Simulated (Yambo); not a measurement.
ZnSe (zinc blende, space group F-43m, No. 216), G0W0@PBEsol (Yambo, plasmon pole, terminator in G, 4×4×4 mesh): gap Γ → Γ in eV by bands and screening block.

```tsv
bands (W and G)	2 Ry	4 Ry	6 Ry	8 Ry	10 Ry
29	___	2.90	2.91	2.91	2.92
43	2.73	2.76	2.77	2.79	___
64	2.67	2.70	2.73	2.76	2.77
87	2.65	2.68	2.70	2.74	2.76
110	___	2.66	2.69	2.73	2.75
```

**Question.** Estimate the withheld gaps from their neighbours; the computed values follow.

**Answer.** 
- 29, 2 Ry: 2.88
- 43, 10 Ry: 2.80
- 110, 2 Ry: 2.63

The largest settings aren't shown to be the converged limit.

The standard potential for Se keeps a d shell in the valence without the s and p states of that shell. In tests on such compounds this moved G0W0 gaps by up to about 0.9 eV, so absolute quasiparticle energies here are unreliable; differences between settings are what counts.

Spin-orbit coupling is not included.

Geometry relaxed with PBEsol; primitive cell a = b = c = 3.9830 Å, α = β = γ = 60.00°.
